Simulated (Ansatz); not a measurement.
# A plane-wave run on SbRu

The input, for Ansatz 0.2.0 (plane waves, PAW):

```yaml
crystal:
  lattice:
    - [6.09495, 0.0, 0.0]
    - [0.0, 3.910834, 0.0]
    - [0.0, 0.0, 6.780568]
  atoms:
    - { symbol: Sb, position: [0.2745, 0.25, 0.9184] }
    - { symbol: Sb, position: [0.2255, 0.75, 0.4184] }
    - { symbol: Sb, position: [0.7745, 0.25, 0.5816] }
    - { symbol: Sb, position: [0.7255, 0.75, 0.0816] }
    - { symbol: Ru, position: [0.9953, 0.25, 0.2229] }
    - { symbol: Ru, position: [0.5047, 0.75, 0.7229] }
    - { symbol: Ru, position: [0.4953, 0.25, 0.2771] }
    - { symbol: Ru, position: [0.0047, 0.75, 0.7771] }
  symmetry: { tolerance: 0.0003 }
kpoints:
  mp_grid: { grid: [4, 7, 4], shift: [0, 0, 0] }
  band_path:
    path:
      - [0.0, 0.0, 0.0]
      - [0.5, 0.0, 0.0]
      - [0.5, 0.5, 0.0]
      - [0.0, 0.5, 0.0]
      - [0.0, 0.0, 0.0]
      - [0.0, 0.0, 0.5]
      - [0.5, 0.0, 0.5]
      - [0.5, 0.5, 0.5]
      - [0.0, 0.5, 0.5]
    npoints: 6
magnetization:
  spin_polarized: false
scf:
  occupations: { method: gaussian, width: 0.0119 }
  lower_state_search: "off"
  max_iter: 200
hamiltonian:
  pseudopotentials: { kind: paw }
  xc: r2scan
basis:
  ecutwfc: 500
  fft_grid_basis: typed
output:
  forces: true
  stress: true
  eigenvalues: true
  bader: true
  populations: true
  elf: true
  write_potential: true
  volumetric_format: npy
  dos:
    e_range: [-12, 8]
    de: 0.05
    projected: { site_lists: { Ru: [Ru], Sb: [Sb] } }
checkpoint:
  read: saved_state
```

The saved state is an earlier solution for the same cell, perhaps on another mesh. 

Excerpt of what it printed:

```
Pseudopotentials: kind: paw
Pseudopotential: Sb, paw, valence charge 15, recommended cutoff 500 eV (meta_gga), Sb.paw.azcp
Pseudopotential: Ru, paw, valence charge 16, recommended cutoff 500 eV (meta_gga), Ru.paw.azcp
Functional definition: r2SCAN
  exchange = r2scan_x(k0 = k0, k1 = k1, a1 = a1)
  correlation = r2scan_c
Crystal: 8 atoms, lattice volume = 161.624 Å³
Basis set: ecut = 500 eV, 4101 PW (Γ), exchange–correlation on 180×120×200 points (64 copies of the dense FFT grid, shifted against one another)
Bands: 75, of which v1, the nominal top of the filled ones, is band 62 counted from 1 (61 counted from 0)
Symmetry: 8 space group operations
Space group: Pnma (ITA 62), of the structure as read, at distance tolerance 1.6e-3 Å
k-points: 36 of 112
Initial density: read from a saved state, or passed on in memory by an earlier SCF of this step, an earlier step, the calling program or the single point that the run made first
Functional: x = r2scan, c = r2scan; τ floored in thin density (d = 2e-4 eV/Å³)
SCF iter   1: F=-49559.8206 eV  Δρ=2.04e-3  dr2=2.94e-3  dr2_τ=4.60e-3
SCF iter   2: F=-49559.8221 eV  Δρ=1.08e-3  dr2=9.95e-4  dr2_τ=2.07e-4
SCF iter   3: F=-49559.8222 eV  Δρ=3.25e-4  dr2=2.30e-4  dr2_τ=3.39e-5
SCF iter   4: F=-49559.8223 eV  Δρ=1.28e-4  dr2=2.60e-5  dr2_τ=1.50e-6
SCF iter   5: F=-49559.8221 eV  Δρ=3.45e-5  dr2=1.57e-6  dr2_τ=1.57e-7
SCF iter   6: F=-49559.8221 eV  Δρ=8.95e-6  dr2=9.72e-8  dr2_τ=6.25e-9
Free energy (F): -49559.8221 eV
Harris-Foulkes:  -49559.8221 eV  (|F-HF|=1.11e-7)
Internal energy: -49559.8214 eV  (E = F + TS)
E sigma→0 (E₀):  -49559.8218 eV
Entropy (-TS):   -0.0006 eV (-0.081 meV/atom)
Fermi energy:    15.0128 eV
--- Per-component energies (eV) ---
  E_band       = -1151.4850
  E_kinetic    = 2888.5723
  E_local      = -12197.7834  (includes V_loc(G=0)·N_el)
  E_nonlocal   = 2845.7229
  E_hartree    = 4825.7052
  E_xc         = -1242.0953
  E_vxc        = -1472.4635  (∫ρ·V_xc dr)
  E_paw        = -32340.8622  (= ΣΔE_a)
  E_vpaw       = -2969.4392  (= ΣTr[D̂ρ^β])
  E_aug_tail   = 0.0003  (compensation charges beyond the density's cutoff)
  E_vtau       = 102.4984  (kinetic-family band-sum trace: ∫τ·v_τ [+ j·A + Jᵃ·Aᵃ] dr)
  E_ewald      = -14339.8616
  E_core_change = 0.7803  (= ΣΔE_core)
  E_smearing   = -0.0006  (= −TS)
--- Forces (eV/Å), atoms counted from 1 ---
  atom   1  Sb     0.4668     0.0000    -0.0556
  atom   2  Sb    -0.4668     0.0000    -0.0556
  atom   3  Sb     0.4668     0.0000     0.0556
  atom   4  Sb    -0.4668     0.0000     0.0556
  atom   5  Ru     0.1700     0.0000    -0.0390
  atom   6  Ru    -0.1700     0.0000    -0.0390
  atom   7  Ru     0.1700     0.0000     0.0390
  atom   8  Ru    -0.1700     0.0000     0.0390
--- Stress (GPa, compression-positive) ---
      -14.2440       0.0000       0.0000
        0.0000      -8.5893       0.0000
        0.0000       0.0000      -8.2710
  P = ⅓ Tr σ = -10.3681 GPa (-103.681 kbar)
--- Löwdin populations: 8 sites ---
  site symbol       q [e]
     0     Sb     14.6947
     1     Sb     14.6947
     2     Sb     14.6947
     3     Sb     14.6947
     4     Ru     16.1753
     5     Ru     16.1753
     6     Ru     16.1753
     7     Ru     16.1753
  spilling = 0.0042 (of n_electrons = 124.0000)
```

Absolute energies hang on the potentials; compare differences alone.

Origin: a known structure type with other elements, at an estimated volume, so it need not be a known compound.
